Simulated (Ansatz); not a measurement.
One starting cell of ZnS (a generated cell, ZnS built in the 4H structure type) was relaxed twice with Ansatz (plane waves, PAW, scalar-relativistic): with r2SCAN at 500 eV and with PBE at 420 eV. The r2SCAN result:

```
ZnS
1.0
    3.80917     0.00000     0.00000
   -1.90459     3.29884     0.00000
    0.00000     0.00000    12.46975
Zn S
4 4
Direct
  0.00000   0.00000   0.00006
  0.00000   0.00000   0.50006
  0.66667   0.33333   0.75008
  0.33333   0.66667   0.25008
  0.00000   0.00000   0.81292
  0.00000   0.00000   0.31292
  0.66667   0.33333   0.56257
  0.33333   0.66667   0.06257
```

```json
[
 {"quantity": "space group", "r2SCAN": "P6₃mc", "PBE": "P6₃mc"},
 {"quantity": "volume (Å³/atom)", "r2SCAN": "19.59", "PBE": "…"},
 {"quantity": "a (Å)", "r2SCAN": "3.809", "PBE": "…"},
 {"quantity": "c (Å)", "r2SCAN": "12.470", "PBE": "…"},
 {"quantity": "gap (eV, no spin-orbit coupling)", "r2SCAN": "2.74", "PBE": "…"}
]
```

### Question
Fill in the PBE column.

### Answer

- volume (Å³/atom), PBE: 20.17
- a (Å), PBE: 3.847
- c (Å), PBE: 12.591
- gap (eV, no spin-orbit coupling), PBE: 2.04

Both levels end in the same structure; PBE's volume is 3.0 % larger; its gap is 0.70 eV smaller. Neither column is exact.

No spin polarisation in the result.

The run could not lose the symmetry of its start.

The first start was generated by placing the elements on the sites of a structure type. A measured structure of ZnS has the same space group, P6₃mc (No. 186); the sites were not compared with it.

Ansatz is an electronic-structure program.
